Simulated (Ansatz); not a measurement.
La: levels along high-symmetry lines

```
La
1.0
     3.75000    0.00000    0.00000
    -1.87500    3.24760    0.00000
     0.00000    0.00000    6.07000
La
2
Cartesian
  0.0000 2.1651 1.5175
  1.8750 1.0825 4.5525
```

Atoms are numbered in the order listed.

Conventional cell: a = 3.750 Å, b = 3.750 Å, c = 6.070 Å, α = 90.00°, β = 90.00°, γ = 120.00°. La (atom 1) has 12 La at 3.73 to 3.75 Å as nearest neighbours.

The geometry is COD entry 9008503, unchecked; take it as a test cell. It differs from other determinations.

Spin–orbit coupling is left out, though it moves levels of the heavy atoms by tenths of an eV or more.

All numbers below come from DFT, LDA, all-electron LAPW, scalar-relativistic in Ansatz 0.2.0.

Settings: a Γ-centred 11×11×6 k mesh, Fermi–Dirac smearing of 0.05 eV, basis error target 0.25 meV/atom, no spin polarisation.

Points in fractions of the reciprocal vectors of this cell: Γ (0, 0, 0), M (0.5, 0, 0), K (0.333, 0.333, 0), A (0, 0, 0.5), L (0.5, 0, 0.5), H (0.333, 0.333, 0.5). The path joins them by straight lines in the order Γ–M–K–Γ–A–L–H–A–L; legs that retrace an earlier one aren't tabulated. Energies are in eV from the Fermi level.

(1) Metal or insulator at this level of theory?

(2) Tabulate bands 23 to 29, counted from the lowest band of the run, along the path.

Results:

(1) No gap opens: metallic or semimetallic.

(2) 
```tsv
k (1/Å)	point	band 23	band 24	band 25	band 26	band 27	band 28	band 29
0.00	Γ	-15.77	-15.74	-3.22	-1.78	1.02	1.30	1.30
0.14		-15.77	-15.75	-3.08	-1.65	0.74	1.31	1.32
0.28		-15.79	-15.77	-2.70	-1.32	0.36	0.94	1.07
0.41		-15.83	-15.82	-2.17	-1.03	0.19	0.34	0.90
0.55		-15.89	-15.87	-1.67	-1.09	-0.25	0.41	1.00
0.69		-15.97	-15.90	-1.46	-1.21	-0.73	0.73	1.15
0.83		-16.05	-15.93	-1.55	-1.19	-1.03	1.06	1.20
0.97	M	-16.09	-15.94	-1.60	-1.18	-1.13	1.19	1.22
1.05		-16.10	-15.96	-1.54	-1.13	-1.13	1.10	1.18
1.13		-16.11	-16.01	-1.38	-1.15	-0.98	0.95	1.13
1.21		-16.13	-16.08	-1.17	-1.11	-0.76	0.82	1.03
1.29		-16.17	-16.16	-1.20	-0.78	-0.49	0.74	0.87
1.37		-16.27	-16.20	-1.24	-0.41	-0.23	0.66	0.72
1.45		-16.35	-16.25	-1.27	-0.07	-0.02	0.45	0.75
1.53	K	-16.31	-16.31	-1.29	0.08	0.08	0.32	0.83
1.69		-16.30	-16.18	-1.21	-0.24	0.02	0.23	0.66
1.85		-16.15	-16.05	-0.95	-0.55	-0.20	-0.15	0.58
2.00		-16.02	-15.94	-1.11	-0.48	-0.35	-0.35	0.63
2.16		-15.90	-15.85	-1.85	-0.69	-0.16	0.16	0.82
2.32		-15.82	-15.79	-2.54	-1.17	0.21	0.86	1.00
2.48		-15.78	-15.75	-3.04	-1.61	0.68	1.27	1.30
2.64	Γ	-15.77	-15.74	-3.22	-1.78	1.02	1.30	1.30
2.72		-15.77	-15.76	-3.18	-1.77	1.01	1.30	1.30
2.79		-15.78	-15.78	-3.07	-1.74	0.99	1.29	1.30
2.86		-15.79	-15.79	-2.88	-1.71	0.91	1.25	1.25
2.94		-15.80	-15.80	-2.64	-1.69	0.78	1.07	1.26
3.01		-15.82	-15.82	-2.37	-1.69	0.66	0.86	1.30
3.09		-15.84	-15.84	-2.11	-1.75	0.58	0.69	1.33
3.16	A	-15.86	-15.86	-1.89	-1.89	0.59	0.59	1.36
3.30		-15.87	-15.87	-1.76	-1.76	0.41	0.41	1.19
3.44		-15.91	-15.91	-1.44	-1.44	0.09	0.09	1.01
3.58		-15.96	-15.96	-1.18	-1.18	-0.07	-0.07	0.88
3.71		-16.02	-16.02	-1.27	-1.27	-0.08	-0.08	1.04
3.85		-16.07	-16.07	-1.47	-1.47	-0.21	-0.21	1.39
3.99		-16.10	-16.10	-1.62	-1.62	-0.35	-0.35	1.47
4.13	L	-16.11	-16.11	-1.67	-1.67	-0.40	-0.40	1.47
4.21		-16.07	-16.07	-1.63	-1.63	-0.37	-0.37	1.38
4.29		-16.04	-16.04	-1.51	-1.51	-0.30	-0.30	1.21
4.37		-16.02	-16.02	-1.34	-1.34	-0.18	-0.18	1.01
4.45		-16.01	-16.01	-1.13	-1.13	-0.07	-0.07	0.84
4.53		-16.00	-16.00	-0.92	-0.92	-0.04	-0.04	0.80
4.61		-15.99	-15.99	-0.74	-0.74	-0.14	-0.14	0.89
4.69	H	-15.99	-15.99	-0.66	-0.66	-0.21	-0.21	0.96
4.85		-16.00	-16.00	-0.85	-0.85	-0.02	-0.02	0.84
5.01		-16.02	-16.02	-1.02	-1.02	0.16	0.16	0.72
5.17		-16.03	-16.03	-1.03	-1.03	0.17	0.17	0.56
5.32		-15.99	-15.99	-1.01	-1.01	-0.09	-0.09	0.68
5.48		-15.93	-15.93	-1.31	-1.31	-0.01	-0.01	0.93
5.64		-15.88	-15.88	-1.72	-1.72	0.36	0.36	1.16
5.80	A	-15.86	-15.86	-1.89	-1.89	0.59	0.59	1.36
```
